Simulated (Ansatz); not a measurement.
The cell below belongs to a search over invented structures; it isn't taken from experiment.

Input and command of a plane-wave DFT calculation in Ansatz:

```yaml
crystal:
  lattice:
    - [-1.5905030486, 1.5905030486, 8.0745765551]
    - [1.5905030486, -1.5905030486, 8.0745765551]
    - [1.5905030486, 1.5905030486, -8.0745765551]
  atoms:
    - { symbol: Ti, position: [0.1940159749, 0.1940159749, 0.0] }
    - { symbol: Ti, position: [0.8059840251, 0.8059840251, 0.0] }
    - { symbol: W, position: [0.0, 0.0, 0.0] }
    - { symbol: W, position: [0.5986573376, 0.5986573376, 0.0] }
    - { symbol: W, position: [0.4013426624, 0.4013426624, 0.0] }
basis:
  ecutwfc: 420
kpoints:
  mp_grid: { grid: [16, 16, 16] }
hamiltonian:
  xc: pbe
scf:
  occupations: { method: gaussian, width: 0.1 }
output:
  forces: true
  stress: true
  eigenvalues: true
relax:
  adjacent_minimum: "off"
  f_tol: 0.01
  max_steps: 80
  cell: { stress_tol: 0.05 }
```

```bash
ansatz run input.yaml --threads 1 --pin off --max-ram 2560MiB --backend cpu --events-out ev --progress --plain --runs-dir out
```

Processor: Intel(R) Xeon(R) Processor @ 2.50GHz (Skylake/Cascade Lake), 1 thread, on a host shared with other jobs.

Q: Estimate time, memory and problem size.

A: About 10 min, peak memory 1 GiB. It solves 40 bands at 349 k points (after reduction by symmetry) with about 1607 plane waves (on the last cell), in 33 SCF iterations over 5 ionic steps.
